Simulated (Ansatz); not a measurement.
Is this HfTi3N4 structure a true minimum?

The structure comes from a generated guess, relaxed at this level; another structure or a mixture of phases may lie lower.

Method: Ansatz 0.2.0, DFT PBE, scalar-relativistic, plane waves, PAW. Plane waves to 420 eV, a k mesh through Γ of 12×12×6 on the computed 8-atom cell and Gaussian smearing (0.10 eV); no spin polarisation.

The cell below (8 atoms, space group P4/mmm (No. 123)) is relaxed within its symmetry.

```
CELL_PARAMETERS angstrom
3.07378 0.00000 0.00000
0.00000 3.07378 0.00000
0.00000 0.00000 8.67570
ATOMIC_POSITIONS crystal
Hf 0.00000 0.00000 0.00000
Ti 0.50000 0.50000 0.26374
Ti 0.00000 0.00000 0.50000
Ti 0.50000 0.50000 0.73626
N 0.00000 0.00000 0.25579
N 0.50000 0.50000 0.50000
N 0.00000 0.00000 0.74421
N 0.50000 0.50000 0.00000
```

For the test it was strained at random (σ = 1.5 % a component), the atoms were moved at random (σ = 0.10 Å), and all was relaxed again on a coarse 8×8×4 mesh (in the run’s order of axes) with 0.20 eV smearing, with no symmetry imposed.

These runs have no spin–orbit coupling, which can matter for Hf.

Question: Does it come back?

Answer: It returns, within 1 meV/atom of the unmoved cell on that mesh and with the same symmetry when read at 0.1 Å. No instability shows in this cell; modes of other wave vectors, which need another repeat, aren't tested.
